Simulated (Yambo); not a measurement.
G0W0@LDA for PbTe (rock salt, space group Fm-3m, No. 225) in Yambo. Reference settings: 4×4×4 Γ-centred k mesh, 131 bands and a 8 Ry block in the screening, 131 bands in G with the Bruneval-Gonze terminator, plasmon pole fitted at 27.2 eV. The LDA gap L → L on this mesh is 0.73 eV; G0W0 gaps are taken between the same points.

Gap (L → L) in eV against the number of bands and the screening block, terminator on:

| bands (W and G) | 2 Ry | 3 Ry | 5 Ry | 6 Ry | 8 Ry |
|---|---|---|---|---|---|
| 31 | 0.956 | 1.058 | 1.096 | 1.103 | 1.108 |
| 47 | 0.933 | 1.061 | 1.121 | 1.132 | 1.141 |
| 72 | 0.925 | 1.052 | 1.119 | 1.134 | 1.147 |
| 100 | 0.926 | 1.055 | 1.122 | 1.137 | 1.152 |
| 131 | 0.928 | 1.057 | 1.126 | 1.142 | 1.159 |

Rough cost of the Yambo step against the reference (shared machines):

```tsv
bands (W and G)	2 Ry	3 Ry	5 Ry	6 Ry	8 Ry
31	1/6	1/6	1/5	1/5	1/5
47	1/4	1/3	1/3	1/3	1/3
72	1/2	~1	~1	~1	~1
100	~1	~1	~1	~1	~1
131	~1	~1	1/2	~1	1
```

At the largest block the last step in bands moves the gap by 0.007 eV; at the most bands the last step in the block moves it by 0.017 eV.

Spin-orbit coupling is left out; with 6p states at a band edge it can lower the gap by many tenths of an eV, most of a small gap.

The standard potentials for Pb, Te keep a d shell in the valence without the s and p states of that shell. In tests on such compounds this moved G0W0 gaps by up to about 0.9 eV, so absolute quasiparticle energies here are unreliable; differences between settings are what counts.

Geometry of the Materials Project entry, not relaxed at this level; primitive cell a = 4.6257 Å, b = 4.6257 Å, c = 4.6257 Å, α = 60.00°, β = 60.00°, γ = 60.00°.
